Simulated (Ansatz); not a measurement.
BN:
```
BN
1.0
    2.53484     0.00000     0.00000
   -1.26742     2.19524     0.00000
    0.00000     0.00000     4.19072
B N
2 2
Direct
  0.66667   0.33333   0.99991
  0.33333   0.66667   0.49991
  0.66667   0.33333   0.62529
  0.33333   0.66667   0.12529
```

Relaxed with HSE06. Special points in fractions of this cell's reciprocal vectors: Γ (0.000, 0.000, 0.000); M (0.500, 0.000, 0.000); K (0.333, 0.333, 0.000); A (0.000, 0.000, 0.500); L (0.500, 0.000, 0.500); H (0.333, 0.333, 0.500).

List the band energies nearest the valence-band maximum at these points for HSE06 in the plane-wave PAW code Ansatz.

In eV from the valence-band maximum; about four levels below and three above (degenerate sets whole), none deeper than 8.9 eV; points with the same levels are listed once.

| k | below | above |
|---|---|---|
| Γ | -2.33 -2.33 -0.27 0.00 0.00 | 10.15 10.15 10.44 |
| M | -7.59 -5.47 -4.77 -2.32 | 8.21 9.55 12.51 |
| K | -7.95 -7.95 -5.95 -5.93 -5.93 | 6.52 15.78 15.78 |
| A | -1.29 -1.29 -1.29 -1.29 | 11.33 11.33 11.81 11.81 11.81 11.81 |
| L | -4.13 -4.13 -3.91 -3.91 | 8.12 8.12 11.78 11.78 |
| H | -8.44 -8.44 -3.31 -3.31 | 11.11 11.11 11.92 11.92 |

Space group P6_3mc (wurtzite). The cell was relaxed with HSE06 under the symmetry of its start. The hybrid was solved on a coarse mesh, the path and, where they were found, the r²SCAN edge points; its band edges are the extreme levels among these.

Potentials: the later of the program's two PAW sets.
